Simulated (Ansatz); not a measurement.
## Data sheet: PbI2 (DFT)

PbI$_{2}$:
```
CELL_PARAMETERS angstrom
      2.25557     1.30225     8.23479
     -2.25557     1.30225     8.23479
      0.00000    -2.60451     8.23479
ATOMIC_POSITIONS crystal
  Pb 0.00001 0.00001 0.00001
  I  0.25129 0.25129 0.25129
  I  0.41540 0.41540 0.41540
```

Space group R3m (No. 160); conventional cell a = 4.5111 Å, b = 4.5111 Å, c = 24.7044 Å, α = 90.00°, β = 90.00°, γ = 120.00°.

Method: the program Ansatz at the PBE level (PAW). Structure relaxed to zero pressure with the same functional. Other levels are named where they apply.

### Cell and energy

```
Property                                                       Value
-----------------------------------------------------  -------------
Volume per atom                                             48.38 Å³
Density                                                   5.27 g/cm³
Formation energy from the elements (no fitted shifts)  -0.59 eV/atom
```

### Electronic structure

```
Quantity                                                                                                                                                              Result
----------------------------------------  ----------------------------------------------------------------------------------------------------------------------------------
Band gap                                                                                                                                                  2.65 eV (indirect)
Valence-band maximum                                                           off the standard path, at k = (-0.391, -0.281, -0.474) in fractions of the reciprocal vectors
Conduction-band minimum                   on the H0–L line, 3 % of the way from H0 (k = 0.177, -0.500, -0.177 in fractions of the reciprocal vectors) (6 equivalent valleys)
Smallest direct gap on the standard path                                                                                                                             2.86 eV
Electron effective mass                                                                                                                 0.85, 0.89, 12 mₑ (principal values)
Hole effective mass                                                                                                                      0.77, 1.2, 16 mₑ (principal values)
```

A made-up cell: these elements were put on the sites of a structure type; neither database checked (COD, Materials Project) lists it. It is not the phase usual at ambient conditions (space group No. 164). The cell was relaxed with PBE under the symmetry of its start; whether a distortion lowers the energy is not shown. A crystal of weakly bound layers computed without a dispersion correction: the cell and the soft elastic constants depend strongly on that. The references are the lowest solids computed at this level, not always the standard phases. Spin–orbit coupling is left out wherever it is not named.

Potentials: the later of the program's two PAW sets.
